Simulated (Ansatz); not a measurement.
# WBrCl3O: an elastic constant from a strain scan

Theory: DFT PBE+D3(BJ), scalar-relativistic, plane waves, PAW (Ansatz). Settings: plane waves to 420 eV, k-mesh 8×6×6 (Γ-centred), Gaussian smearing 0.05 eV. Spin–orbit coupling is left out, which can shift energies with elements as heavy as these. No spin polarisation. Energies are free energies at this smearing, counted from the undisturbed cell; pressure is positive in compression.

The starting cell (relaxed at this level; it needn't be the usual structure):

```
W Br Cl O
1.0
     3.90643   -0.00173    0.01265
     1.94032    6.07990   -0.12819
     1.96981   -0.06729    6.19108
W Br Cl O
1 1 3 1
Direct
  0.01111 0.99765 0.99619
  0.80226 0.20282 0.34245
  0.01108 0.32137 0.81811
  0.15021 0.67520 0.17569
  0.34095 0.80495 0.67144
  0.56239 0.99802 0.99613
```

The cell is strained by ε times the Voigt pattern (0, 0, 0, 0, 1, 0) (xx, yy, zz, yz, xz, xy; engineering shear) with fractional coordinates fixed. The cell holds 6 atoms in V0 = 146.88 Å³. The stress column is τ = (1/V0) dE/dε, got from the stress tensor σ (compression positive) at each point as −det(1 + εP) σ : P(1 + εP)⁻¹, with P the pattern as a tensor.

```
      ε  ΔE (meV/atom)  τ (GPa)
-0.0300          1.779   -0.778
-0.0200          0.790   -0.518
 0.0000          0.000    0.001
 0.0100          0.200    0.261
 0.0300          1.791    0.780
 0.0400              ?        ?
```

Task: Which combination of elastic constants does this scan measure, and how large is it?

Result: For small ε, τ = τ0 + Kε with K = pᵀCp, which for this pattern is C55 in the Cartesian frame shown. The parabola through τ at ε = -0.0200, 0 and 0.0100 has slope K = 25.9 GPa at zero. The energies per cell, E = NΔE, of the same two points give K = 2[E(ε₊)/ε₊ − E(ε₋)/ε₋]/[(ε₊ − ε₋)V0] = 26.0 GPa, in agreement. These are clamped-ion values.

Task: Predict the withheld row at ε = 0.0400 from the harmonic law, and compare.

Result: ΔE = V0(τ0 ε + Kε²/2)/N = 3.180 meV/atom and τ = 1.04 GPa. The calculation gives 3.183 meV/atom and 1.04 GPa, a miss of 0.01 meV/atom at most, so the harmonic law still holds here.

Forces appear on the atoms along this scan, and letting them relax would lower the energy and soften the response.

Cost: 7 runs of about 1.8 core-minutes in all, on AMD EPYC 9R45 (Zen 5) (shared hosts).